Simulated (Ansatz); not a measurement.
MgS, DFT, PBEsol, all-electron LAPW, scalar-relativistic (Ansatz 0.2.0), run on 1 thread of Intel(R) Xeon(R) 6975P-C (Granite Rapids) on a shared host.

The cell is COD entry 9008672, as deposited and not checked against the literature; nothing was relaxed. The listed cell was then made from it by scaling, straining or moving an atom.

Command: `ansatz run input.yaml --threads 1 --pin off --max-ram 3072MiB --backend cpu --events-out ev --progress --plain --runs-dir out`

```yaml
crystal:
  lattice:
    - [0.0, 2.6526756994, 2.6526756994]
    - [2.6526756994, 0.0, 2.6526756994]
    - [2.6526756994, 2.6526756994, 0.0]
  atoms:
    - { symbol: Mg, position: [0.0, 0.0, 0.0] }
    - { symbol: S, position: [0.5, 0.5, 0.5] }
kpoints:
  mp_grid: { grid: [10, 10, 10] }
  band_path:
    path:
      - [0.0, 0.0, 0.0]
      - [0.5, 0.0, 0.5]
      - [0.625, 0.25, 0.625]
      - [0.375, 0.375, 0.75]
      - [0.0, 0.0, 0.0]
      - [0.5, 0.5, 0.5]
      - [0.5, 0.25, 0.75]
      - [0.5, 0.0, 0.5]
    npoints: 5
scf:
  occupations: { method: fermi_dirac, width: 0.03 }
hamiltonian:
  xc: pbesol
  pseudopotentials: { kind: all_electron, lapw: { basis_error: 0.00025 } }
output:
  forces: true
  stress: true
  eigenvalues: true
```

Problem. How large is the problem that the program sets up?

Solution. 47 irreducible k-points, 259 plane waves at Γ, 16 bands.

Problem. Estimate the wall time and the peak memory.

Solution. 3.7 s of wall time for 6 SCF iterations, with a peak of 0.32 GiB. Times on shared machines scatter by tens of per cent.
